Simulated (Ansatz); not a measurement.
The relaxed structure here is a generated cell of Sr: the first start was made by placing the elements on the sites of a structure type, and the end was not matched to a known phase here, so it may be hypothetical. Known forms of Sr include space group No. 225.

A relaxed cell of Sr (Pm-3n (No. 223)), relaxed on a k-mesh at least as fine as the one used below. Method: r2SCAN (plane waves to 500 eV, PAW, scalar-relativistic; Ansatz, an electronic-structure program). Γ-centred k-mesh 5×5×5 on the run's cell (coarser than for final values), Fermi–Dirac smearing 0.05 eV.

```yaml
crystal:
  lattice:
    - [7.68597, 0.00000, 0.00000]
    - [0.00000, 7.68597, 0.00000]
    - [0.00000, 0.00000, 7.68597]
  atoms:
    - { symbol: Sr, position: [0.25000, 0.00000, 0.50000] }
    - { symbol: Sr, position: [0.75000, 0.00000, 0.50000] }
    - { symbol: Sr, position: [0.00000, 0.50000, 0.25000] }
    - { symbol: Sr, position: [0.00000, 0.50000, 0.75000] }
    - { symbol: Sr, position: [0.50000, 0.25000, 0.00000] }
    - { symbol: Sr, position: [0.50000, 0.75000, 0.00000] }
    - { symbol: Sr, position: [0.00000, 0.00000, 0.00000] }
    - { symbol: Sr, position: [0.50000, 0.50000, 0.50000] }
```

The atoms are displaced by (Å):

```tsv
atom	ux	uy	uz
Sr1	0.098	-0.059	-0.057
Sr2	-0.043	-0.083	-0.062
Sr3	0.066	-0.082	-0.175
Sr4	0.179	-0.004	-0.016
Sr5	0.074	0.016	-0.204
Sr6	0.101	0.005	-0.012
Sr7	0.078	-0.063	-0.031
Sr8	0.038	-0.025	-0.099
```

What forces (eV/Å) and pressure result?


```json
[
 {"atom": "Sr1", "Fx": "-0.32", "Fy": "0.04", "Fz": "0.00"},
 {"atom": "Sr2", "Fx": "0.39", "Fy": "0.06", "Fz": "0.00"},
 {"atom": "Sr3", "Fx": "-0.02", "Fy": "0.03", "Fz": "0.41"},
 {"atom": "Sr4", "Fx": "-0.14", "Fy": "-0.04", "Fz": "-0.38"},
 {"atom": "Sr5", "Fx": "0.01", "Fy": "-0.07", "Fz": "0.13"},
 {"atom": "Sr6", "Fx": "-0.03", "Fy": "-0.01", "Fz": "-0.08"},
 {"atom": "Sr7", "Fx": "0.01", "Fy": "0.04", "Fz": "-0.06"},
 {"atom": "Sr8", "Fx": "0.10", "Fy": "-0.05", "Fz": "-0.03"}
]
```

Pressure 0.0 GPa.

No spin polarisation in the result.

The run that gave the undisplaced cell could not lose the symmetry of its start: the end is stationary, and may be a saddle point rather than a minimum.
